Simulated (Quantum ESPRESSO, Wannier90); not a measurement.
**Cu₃Pd (Cu3Au type): Wannier90 run**

Materials Project entry mp-580357; symmetrised, unrelaxed at this level. COD (Crystallography Open Database) has the formula in 3 space groups, this one among them (matched by group alone). Method: PBEsol plane waves in Quantum ESPRESSO 7.5 (PseudoDojo norm-conserving files, 74 Ry, no spin polarisation, no spin-orbit coupling), Bloch states on a 4×4×4 mesh through Γ, Wannier90 4.0.1. Density: 12×12×12 mesh, cold smearing 0.01 Ry.

```
begin unit_cell_cart
ang
    3.6719300000    0.0000000000    0.0000000000
    0.0000000000    3.6719300000    0.0000000000
    0.0000000000    0.0000000000    3.6719300000
end unit_cell_cart
mp_grid = 4 4 4
```

### Question
Which shells of neighbouring k-points and which b-vectors and weights does Wannier90 pick for this cell and mesh?

### Answer
```
 *---------------------------------- K-MESH ----------------------------------*
 +----------------------------------------------------------------------------+
 |                    Distance to Nearest-Neighbour Shells                    |
 |                    ------------------------------------                    |
 |          Shell             Distance (Ang^-1)          Multiplicity         |
 |          -----             -----------------          ------------         |
 |             1                   0.427785                      6            |
 |             2                   0.604979                     12            |
 |             3                   0.740945                      8            |
 |             4                   0.855570                      6            |
 |             5                   0.956556                     24            |
 |             6                   1.047855                     24            |
 |             7                   1.209959                     12            |
 |             8                   1.283355                     30            |
       ... (lines left out)
 +----------------------------------------------------------------------------+
 | The b-vectors are chosen automatically                                     |
 | The following shells are used:                       1                     |
 +----------------------------------------------------------------------------+
 |                        Shell   # Nearest-Neighbours                        |
 |                        -----   --------------------                        |
 |                          1               6                                 |
 +----------------------------------------------------------------------------+
 | Completeness relation is fully satisfied [Eq. (B1), PRB 56, 12847 (1997)]  |
 +----------------------------------------------------------------------------+
 |                  b_k Vectors (Ang^-1) and Weights (Ang^2)                  |
 |                  ----------------------------------------                  |
 |            No.         b_k(x)      b_k(y)      b_k(z)        w_b           |
 |            ---        --------------------------------     --------        |
 |             1         0.000000    0.000000    0.427785     2.732241        |
 |             2         0.000000    0.427785    0.000000     2.732241        |
 |             3         0.427785    0.000000    0.000000     2.732241        |
 |             4         0.000000    0.000000   -0.427785     2.732241        |
 |             5         0.000000   -0.427785    0.000000     2.732241        |
 |             6        -0.427785    0.000000    0.000000     2.732241        |
```
